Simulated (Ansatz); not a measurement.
InSb in space group P6_3mc (No. 186; In on 2b, Sb on 2b, In on 2a, Sb on 2a), DFT-r²SCAN in the program Ansatz with PAW potentials, all energies at zero smearing, with the estimated change up to a 700 eV cutoff added, with one set of potentials and settings (totals compare only within such a set). Cell of 8 atoms (4 In, 4 Sb): -48446.253 eV.

```
element              reference phase  E (eV/atom)
-------  ---------------------------  -----------
In       I4/mmm, 1 atoms in the cell   -5611.8812
Sb         R-3m, 2 atoms in the cell   -6499.1983
```

Formation energy per atom, worked out: (-48446.253 − 4×(-5611.8812) − 4×(-6499.1983))/8 = -0.242 eV/atom (-23 kJ per mol of atoms), at 0 K, without zero-point energy or fitted corrections.

The start of the workflow was typed in or built on a structure type; neither database checked (COD, Materials Project) lists it. It is not the phase usual at ambient conditions (space group No. 216). Symmetry was held in the r²SCAN relaxation; whether a distortion lowers the energy is not shown. The references are the lowest solids computed at this level, not always the standard phases. Scalar-relativistic: spin–orbit coupling is off unless named, which matters more the heavier the elements.

Potentials: the earlier of the program's two PAW sets.
